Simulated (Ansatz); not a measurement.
Input file for Ansatz (a program for electronic structure):

Ansatz 0.2 input:
```yaml
crystal:
  lattice:
    - [0.0, 1.812378107, 1.812378107]
    - [1.812378107, 0.0, 1.812378107]
    - [1.812378107, 1.812378107, 0.0]
  atoms:
    - { symbol: N, position: [0.75, 0.75, 0.75] }
    - { symbol: B, position: [0.0, 0.0, 0.0] }
kpoints:
  mp_grid: { grid: [11, 11, 11] }
basis: { xc_grid: 2 }
hamiltonian:
  xc: pbe
  pseudopotentials: { kind: paw }
scf:
  occupations: { method: fixed }
output:
  optics: { e_range: [0.0, 15.0], de: 0.05, sigma: 0.1, bands: { spectra_wanted_up_to: 12 eV } }
```

Output (shortened):

```
output.optics: the spectra are integrated over the Brillouin zone by k·p interpolation around the k-points, where levels, occupations, output.optics.sigma and …
Pseudopotential: N, paw, valence charge 5
Pseudopotential: B, paw, valence charge 3
Functional definition: PBE
Crystal: 2 atoms, lattice volume = 11.906 Å³
Basis set: ecut = 420 eV, 259 PW (Γ), exchange–correlation on 36×36×36 points (8 copies of the dense FFT grid, shifted against one another)
Bands: 8, of which v1, the nominal top of the filled ones, is band 4 counted from 1 (3 counted from 0)
Symmetry: 24 space group operations
Space group: F-43m (ITA 216), of the structure as read, at distance tolerance 2.3e-5 Å
k-points: 56 of 1331 (time reversal used)
SCF iter   1: F=—  HF=-542.275768 eV  |F-HF|=—  |Δ(HF+E_count)|=         —  Δρ=1.60e-3  dr2=1.65e-4  ethr=1.77e-3  ⟨swp⟩=3.8  Hψ=2552  notcnv=0  defer=89
preconditioner: auto → none
SCF iter   2: F=—  HF=-542.275862 eV  |F-HF|=—  |Δ(HF+E_count)|=   9.43e-5  Δρ=8.31e-4  dr2=2.33e-5  ethr=2.06e-6  ⟨swp⟩=2.2  Hψ=1222  notcnv=0  defer=104
SCF iter   3: F=—  HF=-542.275904 eV  |F-HF|=—  |Δ(HF+E_count)|=   4.21e-5  Δρ=3.73e-4  dr2=5.63e-6  ethr=2.92e-7  ⟨swp⟩=2.1  Hψ=635  notcnv=0  defer=43
SCF iter   4: F=—  HF=-542.275918 eV  |F-HF|=—  |Δ(HF+E_count)|=   1.45e-5  Δρ=2.24e-5  dr2=1.88e-8  ethr=7.03e-8  ⟨swp⟩=2.4  Hψ=654  notcnv=0
SCF iter   5: F=—  HF=-542.275918 eV  |F-HF|=—  |Δ(HF+E_count)|=   1.96e-7  Δρ=6.27e-6  dr2=1.19e-9  ethr=2.34e-10  ⟨swp⟩=2.4  Hψ=627  notcnv=0
SCF iter   6: F=—  HF=-542.275918 eV  |F-HF|=—  |Δ(HF+E_count)|=   3.94e-9  Δρ=4.70e-7  dr2=1.43e-11  ethr=1.49e-11  ⟨swp⟩=2.1  Hψ=663  notcnv=0
SCF iter   7: F=-542.275918 eV  HF=-542.275918 eV  |F-HF|=4.55e-13  |Δ(HF+E_count)|=  1.92e-11  Δρ=1.98e-7  dr2=1.91e-12  ethr=1.00e-12  ⟨swp⟩=2.9  Hψ=1502  notcnv=0
SCF 1 converged in 7 iterations: F = -542.275918 eV  dr2 = 1.91e-12
NSCF: frozen V_eff on 56 k-points
Optics k sum: 0 of 56 k-points
Optics k sum: 3 of 56 k-points
Optics k sum: 6 of 56 k-points
Optics k sum: 9 of 56 k-points
Optics k sum: 12 of 56 k-points
Optics k sum: 14 of 56 k-points
Optics k sum: 17 of 56 k-points
Optics k sum: 20 of 56 k-points
Optics k sum: 23 of 56 k-points
Optics k sum: 26 of 56 k-points
Optics k sum: 28 of 56 k-points
Optics k sum: 31 of 56 k-points
Optics k sum: 34 of 56 k-points
Optics k sum: 37 of 56 k-points
Optics k sum: 40 of 56 k-points
Optics k sum: 42 of 56 k-points
Optics k sum: 45 of 56 k-points
Optics k sum: 48 of 56 k-points
Optics k sum: 51 of 56 k-points
Optics k sum: 54 of 56 k-points
Optics k sum: 56 of 56 k-points
Optics k sum: 0 of 56 k-points
Optics k sum: 3 of 56 k-points
Optics k sum: 6 of 56 k-points
Optics k sum: 9 of 56 k-points
Optics k sum: 12 of 56 k-points
Optics k sum: 14 of 56 k-points
Optics k sum: 17 of 56 k-points
Optics k sum: 20 of 56 k-points
Optics k sum: 23 of 56 k-points
Optics k sum: 26 of 56 k-points
Optics k sum: 28 of 56 k-points
Optics k sum: 31 of 56 k-points
Optics k sum: 34 of 56 k-points
Optics k sum: 37 of 56 k-points
Optics k sum: 40 of 56 k-points
Optics k sum: 42 of 56 k-points
Optics k sum: 45 of 56 k-points
Optics k sum: 48 of 56 k-points
Optics k sum: 51 of 56 k-points
Optics k sum: 54 of 56 k-points
Optics k sum: 56 of 56 k-points
NSCF: frozen V_eff on 1 k-points
NSCF: frozen V_eff on 1 k-points
NSCF: frozen V_eff on 1 k-points
NSCF: frozen V_eff on 1 k-points
output.optics: what the bands over the 9 summed would add to eps1, eps2 and the energy-loss function is held between a lower and an upper bound (6 Lanczos …
SCF converged after 7 iterations
Free energy (F): -542.275918 eV
Harris-Foulkes:  -542.275918 eV  (|F-HF|=4.55e-13)
Internal energy: -542.275918 eV  (E = F + TS)
E sigma→0 (E₀):  -542.275918 eV
Fermi energy:    11.049951 eV
--- Per-component energies (eV) ---
  E_band       = 25.729611
  E_kinetic    = 185.138218
  E_local      = -176.095991  (includes V_loc(G=0)·N_el)
  E_nonlocal   = 56.517128
  E_hartree    = 49.318370
  E_xc         = -93.328845
  E_vxc        = -116.075728  (∫ρ·V_xc dr)
  E_paw        = -206.404861  (= ΣΔE_a)
  E_vpaw       = -22.390856  (= ΣTr[D̂ρ^β])
  E_aug_tail   = 0.000103  (compensation charges beyond the density's cutoff)
  E_ewald      = -357.420039
  E_smearing   =  0.000000  (= −TS)
  E_closure    = 0.000000  (closes the sum)
  Σ components = -542.275918   (vs F -542.275918, Δ=0.00e0)
  [band-id]    e_kinetic+e_local+e_nonlocal+2·e_hartree+e_vxc+e_vpaw+e_augmentation_tail = 25.729613   (vs E_band 25.729611, Δ=2.19e-6)
--- Band table (eV; the first three rows and the last of 56) ---
  k-point 0: bands = ["-9.0902", "11.0500", "11.0500", "11.0500", "19.8421", "19.8421", "19.8421", "21.2409"]
  k-point 1: bands = ["-8.8904", "9.9873", "10.8397", "10.8397", "20.0607", "20.1609", "20.1609", "21.9192"]
  k-point 2: bands = ["-8.3001", "7.6214", "10.3445", "10.3445", "20.3754", "20.8673", "20.8673", "23.4222"]
  k-point 55: bands = ["-3.3328", "3.3294", "3.8074", "5.3709", "20.3091", "24.0503", "25.4231", "26.3576"]
```

Cost: roughly 6 core-seconds on shared cores.

The cell was relaxed with PBE under the symmetry of its start; phonons on a q-mesh show no instability.

Potentials: the later of the program's two PAW sets.

Ansatz is a plane-wave DFT program.
